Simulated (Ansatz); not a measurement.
**Cd₅Te₂Se₃ (I-4m2) at 2 levels of theory**

One geometry, relaxed with PBE; plane waves with PAW potentials in Ansatz, scalar-relativistic. No spin polarisation. Gaps are the least over mesh and band path; pressure is positive in compression.

```
Cd Te Se
1.0
    -2.25500    2.25500   15.85287
     2.25500   -2.25500   15.85287
     2.25500    2.25500  -15.85287
Cd Te Se
5 2 3
Cartesian
  0.0000 0.0000 25.2652
  0.0000 0.0000 12.3977
  0.0000 0.0000 0.0000
  0.0000 0.0000 19.3080
  0.0000 0.0000 6.4405
  0.0000 2.2550 14.1239
  0.0000 2.2550 1.7289
  2.2550 0.0000 10.9022
  2.2550 0.0000 4.9507
  0.0000 2.2550 7.9264
```

```csv
level,cutoff (eV),k mesh,gap (eV),pressure (GPa)
PBE,420,12×12×12,0.37,0.0
```

Q: What comes out on the same cell with LDA?

A:
```json
{"level": "LDA", "cutoff (eV)": "420", "k mesh": "12×12×12", "gap (eV)": "0.11", "pressure (GPa)": "-4.0"}
```

Spin-orbit coupling matters for the bands of heavy elements and is left out.

It was reached by relaxing an invented guess, and it needn't be the stable form of this composition.
